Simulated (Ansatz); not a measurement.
Au, flat honeycomb layer, relaxed and computed with two functionals in Ansatz (plane waves, PAW).

```
functional  a (Å)
----------  -----
PBE           ___
r²SCAN+D4   4.414
```

Task: What belongs in the gaps?

Result: 
- PBE, a (Å): 4.475

All cells were relaxed under the symmetry of their starts (and spin orders); stability against distortions was not tested throughout. Spin–orbit coupling is left out wherever it is not named. Constructed layers (a layer type filled with these elements): Au, flat honeycomb layer; Au, flat honeycomb layer.

Potentials: the later of the program's two PAW sets.

Ansatz (a first-principles code) is a plane-wave DFT program.
